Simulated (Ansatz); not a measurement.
SiO2:
```xyz
9
Lattice="4.9479 0.0000 0.0000 -2.4740 4.2850 0.0000 0.0000 0.0000 5.4408" Properties=species:S:1:pos:R:3 pbc="T T T"
Si     2.3271     0.0000     3.6272
Si    -1.1636     2.0153     1.8136
Si     1.3104     2.2697     0.0000
O      1.3806     1.1441     4.2736
O      3.2668     0.6236     2.4601
O      2.7744     2.5173     0.6465
O      0.3005     1.7677     1.1671
O     -1.0933     3.1410     2.9807
O      0.7929     3.6614     4.7943
```

Cartesian axes are those of the cell as given.

Task: Give the proper piezoelectric stress tensor with relaxed ions from the program Ansatz at the PBEsol level (PAW).

Result: In C/m², rows x, y, z, Voigt columns; mesh uncertainty up to 0.00.
```
 0.17  -0.17   0.00   0.04   0.00   0.00
 0.00   0.00   0.00   0.00  -0.04  -0.17
 0.00   0.00   0.00   0.00   0.00   0.00
```

The elastic tensor of the same run (GPa):

```
 76.0    4.8    8.5   17.7    0.0    0.0
  4.8   76.0    8.5  -17.7    0.0    0.0
  8.5    8.5   93.3    0.0    0.0    0.0
 17.7  -17.7    0.0   53.3    0.0    0.0
  0.0    0.0    0.0    0.0   53.3   17.7
  0.0    0.0    0.0    0.0   17.7   35.6
```

Task: Convert to strain constants d = e·S.

Result: In pC/N:
```
 2.6  -2.6   0.0  -0.9   0.0   0.0
 0.0   0.0   0.0   0.0   0.9  -5.1
 0.0   0.0   0.0   0.0   0.0   0.0
```

Space group P3_221. Symmetry was held in the PBEsol relaxation. Signs of piezoelectric constants follow the polarity of the cell as given.

Potentials: the later of the program's two PAW sets.
